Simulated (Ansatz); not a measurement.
# AlGa3Sb4: rattling a relaxed structure

It was reached by relaxing an invented guess, and it needn't be the stable form of this composition.

These are results of DFT PBE, scalar-relativistic, plane waves, PAW (Ansatz 0.2.0), not measurements. Settings: cutoff 420 eV, Γ-centred mesh 6×6×6 on the computed 8-atom cell, Gaussian smearing of 0.10 eV; no spin polarisation.

The cell below (8 atoms, space group P-43m (No. 215)) is relaxed within its symmetry.

```
Al Ga Sb
1.0
     6.21643    0.00000    0.00000
     0.00000    6.21643    0.00000
     0.00000    0.00000    6.21643
Al Ga Sb
1 3 4
Direct
  0.50000 0.50000 0.50000
  0.50000 0.00000 0.00000
  0.00000 0.50000 0.00000
  0.00000 0.00000 0.50000
  0.75009 0.75009 0.24991
  0.75009 0.24991 0.75009
  0.24991 0.75009 0.75009
  0.24991 0.24991 0.24991
```

For the test it was strained at random (σ = 1.5 % a component), the atoms were moved at random (σ = 0.15 Å), and all was relaxed again on a coarse 4×4×4 mesh (in the run’s order of axes) with 0.20 eV smearing, with no symmetry imposed.

These runs have no spin–orbit coupling, which can matter for Sb.

Question: What happens?

Answer: It returns, within 1 meV/atom of the unmoved cell on that mesh and with the same symmetry when read at 0.1 Å. So it is stable against the distortions that fit this cell and that this random move excites. Modes that don't fit the cell aren't tested.
